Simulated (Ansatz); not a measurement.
The start is a relaxed NaF cell deformed by the Cartesian strain tensor (xx, yy, zz, yz, xz, xy) = (-0.040, -0.100, 0.102, 0.021, 0.111, -0.055). A full variable-cell relaxation at zero pressure is run with r2SCAN (plane waves to 500 eV, PAW, scalar-relativistic; Ansatz, an electronic-structure program). The first steps use a coarse 9×8×10 k-mesh.

Starting cell:
```
CELL_PARAMETERS angstrom
      0.12979     2.11455     2.57857
      2.46142    -0.07925     2.78762
      2.07894     1.94111     0.30323
ATOMIC_POSITIONS crystal
  Na 0.00000 0.00000 0.00000
  F  0.50000 0.50000 0.50000
```

Q: What pressure does the first self-consistent step give?

A: +8.1 GPa (positive: the cell is compressed).

Q: How much energy is released per atom?

A: 0.15 eV/atom.

Q: How does the volume per atom move from start to end?

A: +6.7 %, from 11.36 to 12.12 Å³/atom.

Q: Does it find its way back to the structure it was made from?

A: The parent structure is recovered, Fm-3m (No. 225).

Q: How do the shortest distances between atoms change?

A: The closest pairs of elements (up to four, under 3.6 Å), start → end: F–Na 2.07 → 2.30 Å; F–F 2.86 → 3.25 Å; Na–Na 2.86 → 3.25 Å.

Q: Is the relaxed structure metallic? Give its gap.

A: 7.28 eV, direct at Γ (no spin-orbit coupling).

Relaxed structure:

```cif
data_F4Na4
_chemical_formula_sum 'Na4 F4'
_space_group_name_H-M_alt 'Fm-3m'
_space_group_IT_number 225
_space_group_name_Hall '-F 4 2 3'
_cell_length_a 4.59458
_cell_length_b 4.59458
_cell_length_c 4.59458
_cell_angle_alpha 90.000
_cell_angle_beta 90.000
_cell_angle_gamma 90.000
loop_
_atom_site_label
_atom_site_type_symbol
_atom_site_symmetry_multiplicity
_atom_site_Wyckoff_symbol
_atom_site_fract_x
_atom_site_fract_y
_atom_site_fract_z
_atom_site_occupancy
Na1 Na 4 a 0.00000 0.00000 0.00000 1
F1 F 4 b 0.50000 0.50000 0.50000 1
```
(The calculation used a cell of 2 atoms; values per cell refer to that cell.)

Final values are on a 12×12×12 k-mesh of the relaxed cell. No spin polarisation in the result.

The run could not lose the symmetry of its start.

All atoms sit on sites fixed by symmetry, so only the cell could relax.
